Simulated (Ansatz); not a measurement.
Geometry optimisation in Ansatz: input, command and trajectory.

```yaml
crystal:
  lattice:
    - [2.8236812147, 0.0, 0.0]
    - [-1.4118406073, 2.4453796641, 0.0]
    - [0.0, 0.0, 12.6374543873]
  atoms:
    - { symbol: Be, position: [0.3333333333, 0.6666666667, 0.75] }
    - { symbol: Be, position: [0.6666666667, 0.3333333333, 0.25] }
    - { symbol: Cd, position: [0.0, 0.0, 0.5] }
    - { symbol: Cd, position: [0.0, 0.0, 0.0] }
    - { symbol: O, position: [0.3333333333, 0.6666666667, 0.414] }
    - { symbol: O, position: [0.6666666667, 0.3333333333, 0.914] }
    - { symbol: O, position: [0.6666666667, 0.3333333333, 0.586] }
    - { symbol: O, position: [0.3333333333, 0.6666666667, 0.086] }
basis:
  ecutwfc: 420
kpoints:
  mp_grid: { grid: [6, 6, 2] }
hamiltonian:
  xc: pbe
scf:
  occupations: { method: gaussian, width: 0.1 }
  lower_state_search: "off"
output:
  forces: true
  stress: true
  eigenvalues: true
relax:
  adjacent_minimum: "off"
  f_tol: 0.04
  max_steps: 70
  cell: { stress_tol: 0.4 }
```

```bash
ansatz run input.yaml --threads 1 --pin off --max-ram 2560MiB --backend cpu --events-out ev --progress --plain --runs-dir out
```

Computed with Ansatz, DFT PBE, scalar-relativistic, plane waves, PAW.

Of 11 frames 10 are shown, positions in Å and forces in eV/Å; the SCF threshold varies from step to step. Steps run on the plane waves of an earlier cell, with a Pulay correction in the pressure. The basis is chosen afresh for the last frame, the zero of the energies, and at times for earlier ones too; energy and pressure can step there, also at an unchanged geometry. Where two frames share a geometry here, they differ by under 2 meV/atom and 0.3 GPa.

```xyz
8
Lattice="2.8237 0.0000 0.0000 -1.4118 2.4454 0.0000 0.0000 0.0000 12.6375" Properties=species:S:1:pos:R:3:forces:R:3 pbc="T T T" step=1 free_energy_over_end_meV_per_atom=1952.51 pressure_GPa=57.50
Be    0.0000    1.6303    9.4781    0.0000    0.0000    0.0000
Be    1.4118    0.8151    3.1594    0.0000    0.0000    0.0000
Cd    0.0000    0.0000    6.3187    0.0000    0.0000    0.0000
Cd    0.0000    0.0000    0.0000    0.0000    0.0000    0.0000
O     0.0000    1.6303    5.2319    0.0000    0.0000   -7.1828
O     1.4118    0.8151   11.5506    0.0000    0.0000   -7.1828
O     1.4118    0.8151    7.4055    0.0000    0.0000    7.1828
O     0.0000    1.6303    1.0868    0.0000    0.0000    7.1828
8
Lattice="2.9611 0.0000 0.0000 -1.4805 2.5644 0.0000 0.0000 0.0000 12.3797" Properties=species:S:1:pos:R:3:forces:R:3 pbc="T T T" step=2 free_energy_over_end_meV_per_atom=1244.45 pressure_GPa=18.95
Be    0.0000    1.7096    9.2848    0.0000    0.0000    0.0000
Be    1.4805    0.8548    3.0949    0.0000    0.0000    0.0000
Cd    0.0000    0.0000    6.1898    0.0000    0.0000    0.0000
Cd    0.0000    0.0000    0.0000    0.0000    0.0000    0.0000
O     0.0000    1.7096    4.9972    0.0000    0.0000   -5.5799
O     1.4805    0.8548   11.1871    0.0000    0.0000   -5.5799
O     1.4805    0.8548    7.3824    0.0000    0.0000    5.5799
O     0.0000    1.7096    1.1926    0.0000    0.0000    5.5799
8
Lattice="3.0318 0.0000 0.0000 -1.5159 2.6256 0.0000 0.0000 0.0000 11.7522" Properties=species:S:1:pos:R:3:forces:R:3 pbc="T T T" step=3 free_energy_over_end_meV_per_atom=641.17 pressure_GPa=0.29
Be    0.0000    1.7504    8.8141    0.0000    0.0000    0.0000
Be    1.5159    0.8752    2.9380    0.0000    0.0000    0.0000
Cd    0.0000    0.0000    5.8761    0.0000    0.0000    0.0000
Cd    0.0000    0.0000    0.0000    0.0000    0.0000    0.0000
O     0.0000    1.7504    4.5654    0.0000    0.0000   -4.5628
O     1.5159    0.8752   10.4415    0.0000    0.0000   -4.5628
O     1.5159    0.8752    7.1868    0.0000    0.0000    4.5628
O     0.0000    1.7504    1.3107    0.0000    0.0000    4.5628
8
Lattice="3.0413 0.0000 0.0000 -1.5206 2.6338 0.0000 0.0000 0.0000 11.1527" Properties=species:S:1:pos:R:3:forces:R:3 pbc="T T T" step=4 free_energy_over_end_meV_per_atom=228.93 pressure_GPa=-6.34
Be    0.0000    1.7559    8.3645    0.0000    0.0000    0.0000
Be    1.5206    0.8779    2.7882    0.0000    0.0000    0.0000
Cd    0.0000    0.0000    5.5763    0.0000    0.0000    0.0000
Cd    0.0000    0.0000    0.0000    0.0000    0.0000    0.0000
O     0.0000    1.7559    4.1614    0.0000    0.0000   -3.0431
O     1.5206    0.8779    9.7377    0.0000    0.0000   -3.0431
O     1.5206    0.8779    6.9913    0.0000    0.0000    3.0431
O     0.0000    1.7559    1.4150    0.0000    0.0000    3.0431
8
Lattice="2.9991 0.0000 0.0000 -1.4995 2.5973 0.0000 0.0000 0.0000 10.7214" Properties=species:S:1:pos:R:3:forces:R:3 pbc="T T T" step=5 free_energy_over_end_meV_per_atom=32.53 pressure_GPa=-3.84
Be    0.0000    1.7315    8.0411    0.0000    0.0000    0.0000
Be    1.4995    0.8658    2.6804    0.0000    0.0000    0.0000
Cd    0.0000    0.0000    5.3607    0.0000    0.0000    0.0000
Cd    0.0000    0.0000    0.0000    0.0000    0.0000    0.0000
O     0.0000    1.7315    3.8347    0.0000    0.0000   -0.5946
O     1.4995    0.8658    9.1954    0.0000    0.0000   -0.5946
O     1.4995    0.8658    6.8867    0.0000    0.0000    0.5946
O     0.0000    1.7315    1.5260    0.0000    0.0000    0.5946
8
Lattice="2.8965 0.0000 0.0000 -1.4483 2.5085 0.0000 0.0000 0.0000 11.0582" Properties=species:S:1:pos:R:3:forces:R:3 pbc="T T T" step=7 free_energy_over_end_meV_per_atom=0.50 pressure_GPa=-1.06
Be    0.0000    1.6723    8.2936    0.0000    0.0000    0.0000
Be    1.4483    0.8362    2.7645    0.0000    0.0000    0.0000
Cd    0.0000    0.0000    5.5291    0.0000    0.0000    0.0000
Cd    0.0000    0.0000    0.0000    0.0000    0.0000    0.0000
O     0.0000    1.6723    3.8940    0.0000    0.0000   -0.1361
O     1.4483    0.8362    9.4231    0.0000    0.0000   -0.1361
O     1.4483    0.8362    7.1641    0.0000    0.0000    0.1361
O     0.0000    1.6723    1.6351    0.0000    0.0000    0.1361
8
Lattice="2.8976 0.0000 0.0000 -1.4488 2.5094 0.0000 0.0000 0.0000 11.0037" Properties=species:S:1:pos:R:3:forces:R:3 pbc="T T T" step=8 free_energy_over_end_meV_per_atom=-0.28 pressure_GPa=-0.24
Be    0.0000    1.6729    8.2528    0.0000    0.0000    0.0000
Be    1.4488    0.8365    2.7509    0.0000    0.0000    0.0000
Cd    0.0000    0.0000    5.5019    0.0000    0.0000    0.0000
Cd    0.0000    0.0000    0.0000    0.0000    0.0000    0.0000
O     0.0000    1.6729    3.8699    0.0000    0.0000    0.0129
O     1.4488    0.8365    9.3718    0.0000    0.0000    0.0129
O     1.4488    0.8365    7.1338    0.0000    0.0000   -0.0129
O     0.0000    1.6729    1.6320    0.0000    0.0000   -0.0129
8
Lattice="2.8976 0.0000 0.0000 -1.4488 2.5094 0.0000 0.0000 0.0000 11.0037" Properties=species:S:1:pos:R:3:forces:R:3 pbc="T T T" step=9 free_energy_over_end_meV_per_atom=-0.02 pressure_GPa=-0.32
Be    0.0000    1.6729    8.2528    0.0000    0.0000    0.0000
Be    1.4488    0.8365    2.7509    0.0000    0.0000    0.0000
Cd    0.0000    0.0000    5.5019    0.0000    0.0000    0.0000
Cd    0.0000    0.0000    0.0000    0.0000    0.0000    0.0000
O     0.0000    1.6729    3.8699    0.0000    0.0000    0.0118
O     1.4488    0.8365    9.3718    0.0000    0.0000    0.0118
O     1.4488    0.8365    7.1338    0.0000    0.0000   -0.0118
O     0.0000    1.6729    1.6320    0.0000    0.0000   -0.0118
8
Lattice="2.8973 0.0000 0.0000 -1.4486 2.5091 0.0000 0.0000 0.0000 10.9887" Properties=species:S:1:pos:R:3:forces:R:3 pbc="T T T" step=10 free_energy_over_end_meV_per_atom=-0.11 pressure_GPa=0.01
Be    0.0000    1.6727    8.2415    0.0000    0.0000    0.0000
Be    1.4486    0.8364    2.7472    0.0000    0.0000    0.0000
Cd    0.0000    0.0000    5.4944    0.0000    0.0000    0.0000
Cd    0.0000    0.0000    0.0000    0.0000    0.0000    0.0000
O     0.0000    1.6727    3.8657    0.0000    0.0000    0.0004
O     1.4486    0.8364    9.3601    0.0000    0.0000    0.0004
O     1.4486    0.8364    7.1230    0.0000    0.0000   -0.0004
O     0.0000    1.6727    1.6287    0.0000    0.0000   -0.0004
8
Lattice="2.8973 0.0000 0.0000 -1.4486 2.5091 0.0000 0.0000 0.0000 10.9887" Properties=species:S:1:pos:R:3:forces:R:3 pbc="T T T" step=11 free_energy_over_end_meV_per_atom=0.00 pressure_GPa=0.00
Be    0.0000    1.6727    8.2415    0.0000    0.0000    0.0000
Be    1.4486    0.8364    2.7472    0.0000    0.0000    0.0000
Cd    0.0000    0.0000    5.4944    0.0000    0.0000    0.0000
Cd    0.0000    0.0000    0.0000    0.0000    0.0000    0.0000
O     0.0000    1.6727    3.8657    0.0000    0.0000    0.0005
O     1.4486    0.8364    9.3601    0.0000    0.0000    0.0005
O     1.4486    0.8364    7.1230    0.0000    0.0000   -0.0005
O     0.0000    1.6727    1.6287    0.0000    0.0000   -0.0005
```

The start puts this composition into another compound's structure type, which needn't suit it. At the end the space group is P6_3/mmc (tolerance 0.05 Å).

Time: 39 s on 1 thread of Arm Neoverse V1, with other jobs on the host, peak memory 0.37 GiB.

The k mesh is coarse.